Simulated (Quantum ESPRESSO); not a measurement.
Simulation results for AlIn₂GaP₄ (made-up cell)

Computed with Quantum ESPRESSO 7.5. Calculation on a made-up crystal cell, not a measurement, the moved input of one more run found from cubic fits through the family: the fits match the computed values on one interval only; periodic Kohn-Sham density functional theory in plane waves with PseudoDojo standard norm-conserving scalar-relativistic pseudopotentials, each functional with its own files (v0.5 for PBE, v0.4.1 for LDA and PBEsol), no spin polarisation, no spin-orbit coupling, atoms not relaxed, stress positive in tension, energies less a fixed whole-eV offset for each atom's element; levels are Kohn-Sham levels at fractions of this cell's reciprocal vectors, counted from the reference band (half the neutral cell's valence electrons, rounded up) at Gamma; error bars cover cutoff and k-mesh only, not smearing or the files; added strain carries the atoms with the cell, and shear is the tensor component; each bar is the largest change over components, and at least 0.002 eV, 0.002 eV per angstrom or 0.02 GPa; energies are for the whole cell, and the offsets were chosen from early runs and are not element reference energies.

## AlIn₂GaP₄ (made-up cell)

Reference structure:
```
CELL_PARAMETERS angstrom
5.61890 -0.06000 -0.07750
-0.06000 5.56800 0.05390
-0.07780 0.05410 5.60360
ATOMIC_POSITIONS crystal
Al 0.99517 0.97337 0.99462
Ga 0.00789 0.46920 0.50759
In 0.48411 0.01064 0.49041
In 0.48680 0.49481 0.01282
P 0.25583 0.24559 0.25508
P 0.23300 0.76966 0.72287
P 0.74231 0.26517 0.72026
P 0.74834 0.76475 0.24113
```

* lattice type: zincblende/diamond
* functional: pbe
* cutoff: 1088 eV
* fermi dirac smearing: 0.025 eV
* scf tolerance: 1e-07 eV
* electrons removed: 0
* moved input: added strain, biaxial xx=yy
* moved input in the structure shown: 0.0041
* further run stress xx: -5.94 GPa
* further run stress yy: -5.72 GPa
* further run pressure: 5.96 GPa
* further run fx on site 5: -3.903 eV/Å
* k mesh: 4 x 4 x 4, shifted by half a step
* structure shown: one run of the family, not the further run
* moved input of the further run: 0.0199
* interval low: 0.01962
* interval high: 0.02021
* energy against integrated force or stress: 0.001854 eV
* error bar energy: 0.007236 eV
* error bar stress: 0.02 GPa
* error bar force: 0.002 eV/Å

Atoms:
```csv
atoms element,atom site,atom energy offset (eV)
Al,1,-64
Ga,2,-2080
In,3,-1808
In,4,-1808
P,5,-189
P,6,-189
P,7,-189
P,8,-189
```

Family:
```csv
moved input,stress xx (GPa),stress yy (GPa),pressure (GPa),fx on site 5 (eV/Å)
-0.0235,-16.18,-15.48,15.29,-4.805
-0.0123,-13.19,-12.62,12.54,-4.557
-0.0073,-11.94,-11.43,11.4,-4.45
0.0041,-9.27,-8.88,8.96,-4.214
0.0066,-8.71,-8.35,8.46,-4.164
0.0222,-5.5,-5.29,5.56,-3.859
```
